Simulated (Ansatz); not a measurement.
Is this Al4Ir structure a true minimum?

The cell was found from a structure generator's guess, not taken from experiment.

Theory: Ansatz, DFT PBE, scalar-relativistic, plane waves, PAW. Settings: cutoff 420 eV, Γ-centred mesh 6×6×8 on the computed 10-atom cell, Gaussian smearing of 0.10 eV; no spin polarisation.

The cell below (10 atoms, space group P6_3/mmc (No. 194)) is relaxed within its symmetry.

```
Al Ir
1.0
     7.65372    0.00000    0.00000
    -3.82686    6.62832    0.00000
     0.00000    0.00000    5.26789
Al Ir
8 2
Direct
  0.50000 0.50000 0.50000
  0.50000 0.00000 0.50000
  0.00000 0.50000 0.50000
  0.50000 0.50000 0.00000
  0.50000 0.00000 0.00000
  0.00000 0.50000 0.00000
  0.33333 0.66667 0.75000
  0.66667 0.33333 0.25000
  0.33333 0.66667 0.25000
  0.66667 0.33333 0.75000
```

For the test it was strained at random (σ = 1.5 % a component), the atoms were moved at random (σ = 0.15 Å), and all was relaxed again on a coarse 4×3×3 mesh (in the run’s order of axes) with 0.20 eV smearing, with no symmetry imposed.

These runs have no spin–orbit coupling, which can matter for Ir.

Question: Is the structure stable against such a distortion?

Answer: It returns, within 1 meV/atom of the unmoved cell on that mesh and with the same symmetry when read at 0.1 Å (Cmcm at 0.01 Å, so small strains and shifts remain). No instability shows in this cell; modes of other wave vectors, which need another repeat, aren't tested. Another cell of Al4Ir relaxed alike, in P4/mmm, lies 181 meV/atom lower, so this cell isn't the stable form at this level.
